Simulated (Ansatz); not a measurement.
LiMg$_{15}$O$_{16}$: course of a relaxation

Method: Ansatz, DFT PBE, scalar-relativistic, plane waves, PAW. Settings: 420 eV cutoff, 2×2×2 k-mesh, shifted by half a step, Gaussian smearing of 0.01 eV, collinear spin.

What was changed: Li on a Mg site (Wyckoff letter a), charge +0, atoms relaxed at the host's cell.

In a supercell of 32 atoms the defect feels its periodic images, and the cell reads as a metal on the mesh, so a level in the gap can't be told from a carrier in the bands.

Command:

```bash
ansatz run input.yaml --threads 4 --pin off --max-ram 8192MiB --backend cpu --events-out ev --progress --plain --runs-dir out
```

Input:

```yaml
crystal:
  lattice:
    - [4.2535896556, -4.2535896556, 4.2535896556]
    - [-4.2535896556, -4.2535896556, -4.2535896556]
    - [4.2535896556, 4.2535896556, -4.2535896556]
  atoms:
    - { symbol: Li, position: [0.234206328, 0.2379278288, 0.4891992225], spin: 0.143 }
    - { symbol: Mg, position: [0.5, 0.25, 0.25] }
    - { symbol: Mg, position: [0.5, 0.0, 0.5] }
    - { symbol: Mg, position: [0.75, 0.25, 0.0] }
    - { symbol: Mg, position: [0.75, 0.0, 0.25] }
    - { symbol: Mg, position: [0.75, 0.75, 0.5] }
    - { symbol: Mg, position: [0.0, 0.25, 0.75] }
    - { symbol: Mg, position: [0.0, 1.0, 0.0] }
    - { symbol: Mg, position: [0.0, 0.75, 0.25] }
    - { symbol: Mg, position: [0.0, 0.5, 0.5] }
    - { symbol: Mg, position: [0.25, 0.0, 0.75] }
    - { symbol: Mg, position: [0.25, 0.75, 0.0] }
    - { symbol: Mg, position: [0.25, 0.5, 0.25] }
    - { symbol: Mg, position: [0.5, 0.75, 0.75] }
    - { symbol: Mg, position: [0.5, 0.5, 0.0] }
    - { symbol: Mg, position: [0.75, 0.5, 0.75] }
    - { symbol: O, position: [0.5163000555, 0.249102963, 0.7482621719], spin: 0.143 }
    - { symbol: O, position: [0.75, 0.25, 0.5] }
    - { symbol: O, position: [0.75, 0.0, 0.75] }
    - { symbol: O, position: [-0.0080026426, 0.2493042606, 0.2555838909], spin: 0.143 }
    - { symbol: O, position: [0.0244709241, 0.0008841891, 0.5169223827], spin: 0.143 }
    - { symbol: O, position: [0.0, 0.75, 0.75] }
    - { symbol: O, position: [0.25, 0.25, 0.0] }
    - { symbol: O, position: [0.2581419117, 0.0030961124, 0.2516260125], spin: 0.143 }
    - { symbol: O, position: [0.25, 0.75, 0.5] }
    - { symbol: O, position: [0.2326931228, 0.5055123689, 0.7488291233], spin: 0.143 }
    - { symbol: O, position: [0.5, 0.0, 0.0] }
    - { symbol: O, position: [0.5, 0.75, 0.25] }
    - { symbol: O, position: [0.5008841103, 0.5065394852, 0.5057276961], spin: 0.143 }
    - { symbol: O, position: [0.75, 0.75, 0.0] }
    - { symbol: O, position: [0.75, 0.5, 0.25] }
    - { symbol: O, position: [0.0, 0.5, 0.0] }
  host:
    lattice:
      - [0.0, 2.1267948278, 2.1267948278]
      - [2.1267948278, 0.0, 2.1267948278]
      - [2.1267948278, 2.1267948278, 0.0]
    atoms:
      - { symbol: Mg, position: [0.0, 0.0, 0.0] }
      - { symbol: O, position: [0.5, 0.5, 0.5] }
basis:
  ecutwfc: 420
  xc_grid: 2
kpoints:
  mp_grid: { grid: [2, 2, 2], shift: [0.5, 0.5, 0.5] }
hamiltonian:
  xc: pbe
scf:
  occupations: { method: gaussian, width: 0.01 }
output:
  forces: true
  stress: false
  eigenvalues: true
  populations: true
  charged_corrections:
    defect_position: [0.25, 0.25, 0.5]
    epsilon: [[11.1915, 0.0, 0.0], [0.0, 11.1915, 0.0], [0.0, 0.0, 11.1915]]
  write_density: true
  write_potential: true
  elf: true
  volumetric_format: npy
magnetization:
  spin_polarized: true
relax:
  adjacent_minimum: "off"
  f_tol: 0.025
  max_steps: 45
```

F is the free energy.

Steps:

```
step F − F(1) (eV) largest force component (eV/Å)
   1         0.0000                           1.732
   2        -0.3055                           0.912
   3        -0.4866                           0.053
   4        -0.4874                           0.007
```

Relaxed structure:

```xyz
32
Lattice="4.2536 -4.2536 4.2536 -4.2536 -4.2536 -4.2536 4.2536 4.2536 -4.2536" Properties=species:S:1:pos:R:3 pbc="T T T"
Li    2.1293    0.0015   -2.1279
Mg    2.1298   -2.1032   -0.0242
Mg    4.2337    0.0007   -0.0242
Mg    2.1299   -4.2530    2.1255
Mg    4.2794   -2.1489    2.1255
Mg    2.1298   -4.2531   -2.1281
Mg    2.1298    2.1045   -4.2320
Mg   -4.2277   -4.2529   -4.2777
Mg   -2.1238   -2.1489   -4.2777
Mg    0.0259    0.0007   -4.2321
Mg    4.2337    2.1045   -2.1281
Mg   -2.1238   -4.2529   -2.1282
Mg    0.0259   -2.1033   -2.1281
Mg    2.1297   -2.1032   -4.2321
Mg   -0.0199   -4.2529    0.0216
Mg    4.2337   -2.1032   -2.1281
O     4.3028    0.0007   -2.1281
O     4.2566   -2.1261   -0.0013
O     6.3834    0.0006   -0.0013
O    -0.0430    0.0007   -2.1281
O     2.1298    2.1735   -2.1281
O     0.0031    0.0006   -6.3817
O     0.0030   -2.1262   -0.0013
O     2.1298    0.0007    0.0448
O     0.0030   -2.1262   -4.2549
O     2.1298    0.0006   -4.3011
O     2.1299   -2.1261    2.1254
O     0.0029   -4.2529   -2.1281
O     2.1298   -2.1724   -2.1281
O     0.0030   -6.3797   -0.0013
O     2.1298   -4.2530   -0.0013
O    -2.1238   -2.1261   -2.1281
```

The run converged. The run took 4.3 min on 4 threads of AMD EPYC (Zen 3), with other jobs on the host, peak memory 1.3 GiB.